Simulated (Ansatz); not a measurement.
**ZrBeB: how the free axis answers a strain**

ZrBeB, P-6m2, a = 3.395 Å, c = 3.451 Å. The structure is a Materials Project entry; whether it is the stable form wasn't checked. Ansatz: PBEsol, PAW, 420 eV, Γ-centred 15×15×12 mesh on 3 atoms, Gaussian smearing 0.10 eV; no spin polarisation. Series: uniaxial strain along c, with a, b and atoms relaxed; x is the strain in per cent. y is the change of a in per cent of 3.395 Å.

```
x (%) y (%)
 -6.0   1.62
 -4.0   0.92
 -2.0   0.42
  0.0   0.00
  2.0  -0.40
  4.0      ?
  6.0  -1.15
```

Q: Fit y = c1 x + c2 x² to the other rows, say what c1 measures, and predict the missing y.

A: Least squares on the rows shown. y = −0.2245 x + 0.006024 x². So −c1 = 0.225 is Poisson's ratio for this pair of axes. With a term in x³ added, the coefficient of x becomes -0.1940, 14 % less, which shows how far this figure hangs on the form. At x = 4.0 the fit asked for gives -0.80 %. The run gave -0.78 %, so the fit is 0.02 % too low, within the rms miss on the fitted rows (0.05 %).